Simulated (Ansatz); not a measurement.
SrScO2F in space group P4/mmm (No. 123; Sr on 1d, Sc on 1a, O on 2f, F on 1b) at seven volumes, plane-wave PAW r²SCAN (Ansatz code), shape and atoms relaxed at each. One row is withheld.

```json
[
 {"V (Å³/atom)": "12.448", "P (GPa)": "15.23"},
 {"V (Å³/atom)": "12.859", "P (GPa)": "9.31"},
 {"V (Å³/atom)": "13.269", "P (GPa)": "4.28"},
 {"V (Å³/atom)": "13.680", "P (GPa)": "0.00"},
 {"V (Å³/atom)": "14.090", "P (GPa)": "-3.65"},
 {"V (Å³/atom)": "14.500", "P (GPa)": "?"},
 {"V (Å³/atom)": "14.911", "P (GPa)": "-9.40"}
]
```

Task: Fit the shown pressures and predict the withheld one.

Result: Third-order Birch–Murnaghan: P = (3/2)B₀(x^(7/2) − x^(5/2))[1 + (3/4)(B′ − 4)(x − 1)] with x = (V₀/V)^(2/3). Least squares on the six rows gives V₀ = 13.680 Å³/atom, B₀ = 131.5 GPa, B′ = 4.34. At V = 14.500, x = 0.9619 and P = -6.75 GPa. The run itself gave -6.76 GPa.

The start of the workflow was typed in or built on a structure type; neither database checked (COD, Materials Project) lists it. Whether it is the stable phase at ambient conditions was not checked. Symmetry was held in the r²SCAN relaxation; whether a distortion lowers the energy is not shown. The run is not spin-polarised. The volume moved by -16 % from the start of the relaxation.

Potentials: the earlier of the program's two PAW sets.
